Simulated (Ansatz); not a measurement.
YAl2Ge2 in space group P-3m1 (No. 164; Y on 1a, Al on 2d, Ge on 2d), the program Ansatz at the r²SCAN level (PAW), all energies at zero smearing, with the estimated change up to a 700 eV cutoff added, with one set of potentials and settings (totals compare only within such a set). Cell of 5 atoms (1 Y, 2 Al, 2 Ge): -13548.819 eV.

| element | reference phase | E (eV/atom) |
|---|---|---|
| Y | P6_3/mmc, 2 atoms in the cell | -3859.7073 |
| Al | Fm-3m, 1 atoms in the cell | -540.4083 |
| Ge | Fd-3m, 2 atoms in the cell | -4302.9041 |

Formation energy per atom, worked out: (-13548.819 − 1×(-3859.7073) − 2×(-540.4083) − 2×(-4302.9041))/5 = -0.497 eV/atom (-48 kJ per mol of atoms), at 0 K, without zero-point energy or fitted corrections.

The workflow started from a Materials Project entry (that database holds measured and hypothetical structures alike); the Crystallography Open Database files this formula in space group No. 164, but the cells were not matched. Whether it is the stable phase at ambient conditions was not checked. The cell was relaxed with r²SCAN under the symmetry of its start; its stability against distortions is not shown here. The run is not spin-polarised. The references are the lowest solids computed at this level, not always the standard phases.

Potentials: the later of the program's two PAW sets.
